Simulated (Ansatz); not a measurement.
Theory: Ansatz 0.2.0, DFT PBE, scalar-relativistic, plane waves, PAW. Settings: cutoff 420 eV, Γ-centred meshes spaced at most about 0.3 Å⁻¹, and about 0.25 Å⁻¹ or finer for metals (2π included), Gaussian smearing. No spin polarisation in the final relaxations.

Each of these unrelaxed guesses is relaxed in cell and atoms within its symmetry. A guess keeps its type if space group and coordination stay and the shape of the cell changes little (axis ratios within about 15 %, angles within 6°); the volume may change.

1. Cr3N (collinear spin from parallel moments)

```cif
data_structure
_symmetry_space_group_name_H-M 'Pm-3n'
_symmetry_Int_Tables_number 223
_cell_length_a 4.4642
_cell_length_b 4.4642
_cell_length_c 4.4642
_cell_angle_alpha 90.000
_cell_angle_beta 90.000
_cell_angle_gamma 90.000
_cell_volume 88.97
loop_
_atom_site_label
_atom_site_type_symbol
_atom_site_symmetry_multiplicity
_atom_site_Wyckoff_symbol
_atom_site_fract_x
_atom_site_fract_y
_atom_site_fract_z
_atom_site_occupancy
Cr1 Cr 6 c 0.25000 0.00000 0.50000 1
N1 N 2 a 0.00000 0.00000 0.00000 1
```

2. Sn3TeO2

```cif
data_structure
_symmetry_space_group_name_H-M 'P-6m2'
_symmetry_Int_Tables_number 187
_cell_length_a 4.2681
_cell_length_b 4.2681
_cell_length_c 8.5484
_cell_angle_alpha 90.000
_cell_angle_beta 90.000
_cell_angle_gamma 120.000
_cell_volume 134.86
loop_
_atom_site_label
_atom_site_type_symbol
_atom_site_symmetry_multiplicity
_atom_site_Wyckoff_symbol
_atom_site_fract_x
_atom_site_fract_y
_atom_site_fract_z
_atom_site_occupancy
Sn1 Sn 1 b 0.00000 0.00000 0.50000 1
Sn2 Sn 1 c 0.33333 0.66667 0.00000 1
Sn3 Sn 1 d 0.33333 0.66667 0.50000 1
Te1 Te 1 a 0.00000 0.00000 0.00000 1
O1 O 2 i 0.66667 0.33333 0.23765 1
```

3. TiSi4Mo

```cif
data_structure
_symmetry_space_group_name_H-M 'Amm2'
_symmetry_Int_Tables_number 38
_cell_length_a 3.6732
_cell_length_b 3.6372
_cell_length_c 13.9281
_cell_angle_alpha 90.000
_cell_angle_beta 90.000
_cell_angle_gamma 90.000
_cell_volume 186.08
loop_
_atom_site_label
_atom_site_type_symbol
_atom_site_symmetry_multiplicity
_atom_site_Wyckoff_symbol
_atom_site_fract_x
_atom_site_fract_y
_atom_site_fract_z
_atom_site_occupancy
Ti1 Ti 2 b 0.50000 0.50000 0.39688 1
Si1 Si 2 b 0.50000 0.50000 0.05825 1
Si2 Si 2 a 0.00000 0.00000 0.44175 1
Si3 Si 2 b 0.50000 0.00000 0.24969 1
Si4 Si 2 a 0.00000 0.50000 0.25031 1
Mo1 Mo 2 a 0.00000 0.00000 0.10312 1
```

Task: Which guesses survive the relaxation?

Result: Guesses 1 and 3 keep their type. Symmetry leaves only the cell edge free in guess 1, so these can't change.

```
guess  kept  start group  end group  V start (Å³/atom)  V end  b/a and c/a, end over start  nearest neighbours start  nearest neighbours end
    1   yes        Pm-3n      Pm-3n               11.1    9.8                   1.00, 1.00                Cr 6, N 12              Cr 6, N 12
    2    no        P-6m2      P-6m2               22.5   24.8                   1.00, 0.61          O 12, Sn 3, Te 3      O 1, Sn 5/11, Te 5
    3   yes         Amm2       Amm2               15.5   14.3                   0.99, 1.02      Mo 10, Si 6/8, Ti 10    Mo 10, Si 6/8, Ti 10
```

Neighbours count within 15 % of an atom's shortest distance; end groups are read at 0.02 Å (0.05 Å in metals).

These runs have no spin–orbit coupling, which can matter for Te. Trial moments died out on the coarse mesh in Cr3N Pm-3n; another magnetic start might hold. Cells relaxed within their symmetry can be saddle points.

In counts of neighbours, a slash parts the counts of unlike sites.
